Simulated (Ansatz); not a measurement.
TaS$_{2}$ (CdI2 type, P-3m1), plane-wave PAW PBE+D3(BJ) (Ansatz code), all energies at zero smearing, with the estimated change up to a 700 eV cutoff added, with one set of potentials and settings (totals compare only within such a set). Cell of 3 atoms (1 Ta, 2 S): -11741.686 eV.

| element | reference phase | E (eV/atom) |
|---|---|---|
| Ta | Im-3m, 1 atoms in the cell | -9933.8973 |
| S | Fddd, 32 atoms in the cell | -902.2565 |

Formation energy per atom, worked out: (-11741.686 − 1×(-9933.8973) − 2×(-902.2565))/3 = -1.092 eV/atom (-105 kJ per mol of atoms), at 0 K, without zero-point energy or fitted corrections.

This is a known high-temperature phase of the composition, computed here at zero pressure and temperature. The PBE+D3(BJ) relaxation kept the symmetry of its start; whether a distortion lowers the energy is not shown. No spin polarisation was allowed. The references are the lowest solids computed at this level, not always the standard phases. Scalar-relativistic: spin–orbit coupling is off unless named, which matters more the heavier the elements.

Potentials: the earlier of the program's two PAW sets.
